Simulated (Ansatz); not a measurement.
Below is a relaxed structure of Ti5W. The cell was found from a structure generator's guess, not taken from experiment.

These are results of Ansatz, DFT PBE, scalar-relativistic, plane waves, PAW, not measurements. Cutoff 420 eV, Γ-centred mesh, Gaussian smearing, no spin polarisation.

```xyz
6
Lattice="2.7420 0.0000 0.0000 0.0000 2.7420 0.0000 0.0000 0.0000 13.5286" Properties=species:S:1:pos:R:3 pbc="T T T"
Ti    0.0000    0.0000    8.9922
Ti    1.3710    1.3710   11.2557
Ti    1.3710    1.3710    2.2730
Ti    0.0000    0.0000    4.5364
Ti    1.3710    1.3710    6.7643
W     0.0000    0.0000    0.0000
```

The zero of energy is the elements' standard structures at the same level; no fitted shifts are applied.

(1) Find its symmetry and describe it.

(2) What is its formation energy per atom?

(3) Is it a metal?

## Answers

(1) P4/mmm (No. 123), with Ti and W ordered on fcc sites. Conventional cell: a = 2.742 Å, c = 13.529 Å. Ti on a site of symmetry 4mm is surrounded by 4 Ti at 2.74 Å and 8 Ti at 2.95–2.98 Å; Ti on a second site of symmetry 4mm has 4 Ti at 2.74 Å, 4 Ti at 2.98 Å and 4 W at 2.99 Å; Ti on a site of symmetry 4/mmm is surrounded by 4 Ti at 2.74 Å and 8 Ti at 2.95 Å; W has 4 W at 2.74 Å and 8 Ti at 2.99 Å.

(2) +0.12 eV/atom. A positive value: parting into the elements would lower its energy.

(3) Yes, bands cross the Fermi level on the 14×14×4 mesh.

The last run used a 14×14×4 mesh (in the run's order of axes) for its 6-atom cell and Gaussian smearing of 0.10 eV. Spin–orbit coupling, which can matter for W, is left out. Symmetry constrained the relaxation, so the result can be a saddle point. Another cell of Ti5W relaxed alike, in Cmmm, lies 49 meV/atom lower, so this cell isn't the stable form at this level.
